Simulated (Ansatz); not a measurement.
InP:
```cif
data_In4P4
_chemical_formula_sum 'In4 P4'
_space_group_name_H-M_alt 'F-43m'
_space_group_IT_number 216
_space_group_name_Hall 'F -4 2 3'
_cell_length_a 5.82641
_cell_length_b 5.82641
_cell_length_c 5.82641
_cell_angle_alpha 90.000
_cell_angle_beta 90.000
_cell_angle_gamma 90.000
loop_
_atom_site_label
_atom_site_type_symbol
_atom_site_symmetry_multiplicity
_atom_site_Wyckoff_symbol
_atom_site_fract_x
_atom_site_fract_y
_atom_site_fract_z
_atom_site_occupancy
In1 In 4 a 0.00000 0.00000 0.00000 1
P1 P 4 c 0.25000 0.25000 0.25000 1
```
(The calculation used a cell of 2 atoms; values per cell refer to that cell.)

Relaxed with LDA.

Decompose the optical modes at the zone centre into irreducible representations, and say which are infrared and Raman allowed.

Point group -43m: Γ_opt = T2. Infrared: T2. Raman: T2.

Assign frequencies (DFPT, the program Ansatz at the LDA level (PAW); without the LO–TO term).

T2 304 cm⁻¹.

The LDA relaxation kept the symmetry of its start.

Potentials: the earlier of the program's two PAW sets. The files were generated under PBE; for other functionals the program regenerates the frozen cores, and for LDA and PBEsol the local potential too.
